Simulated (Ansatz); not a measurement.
Cu Kα1 powder pattern (kinematic, no thermal factors).
```csv
2θ (°),relative intensity
10.03,3
15.06,2
20.13,1
21.37,2
21.96,3
23.65,3
26.25,100
29.52,1
30.39,49
30.40,99
30.83,1
32.09,1
33.30,1
34.09,1
36.73,1
39.91,1
43.52,72
43.53,36
51.53,17
51.54,34
54.01,37
63.24,6
63.25,12
69.69,14
69.69,7
71.77,16
71.78,16
71.78,16
79.90,12
79.91,24
85.85,4
85.86,4
85.87,8
```

The pattern is computed from a structure relaxed with DFT PBE, scalar-relativistic, plane waves, PAW (Ansatz 0.2.0). No spin polarisation. Its elements are Pb, S, Sn.

**Question.** Give the structure.

**Answer.** Sn$_{5}$PbS$_{6}$.
Space group P4/mmm (No. 123). a = 4.155 Å, b = 4.155 Å, c = 17.632 Å, α = 90.00°, β = 90.00°, γ = 90.00°
```json
{"atom": "Sn", "site": "2g", "symmetry": "4mm", "x": "0.0000", "y": "0.0000", "z": "0.6658"}
{"atom": "Sn", "site": "2h", "symmetry": "4mm", "x": "0.5000", "y": "0.5000", "z": "0.8314"}
{"atom": "Sn", "site": "1d", "symmetry": "4/mmm", "x": "0.5000", "y": "0.5000", "z": "0.5000"}
{"atom": "Pb", "site": "1a", "symmetry": "4/mmm", "x": "0.0000", "y": "0.0000", "z": "0.0000"}
{"atom": "S", "site": "2g", "symmetry": "4mm", "x": "0.0000", "y": "0.0000", "z": "0.8295"}
{"atom": "S", "site": "1c", "symmetry": "4/mmm", "x": "0.5000", "y": "0.5000", "z": "0.0000"}
{"atom": "S", "site": "2h", "symmetry": "4mm", "x": "0.5000", "y": "0.5000", "z": "0.3336"}
{"atom": "S", "site": "1b", "symmetry": "4/mmm", "x": "0.0000", "y": "0.0000", "z": "0.5000"}
```

A pattern alone doesn't exclude other cells with like lines; this is the one computed.

The cell was found from a structure generator's guess, not taken from experiment.
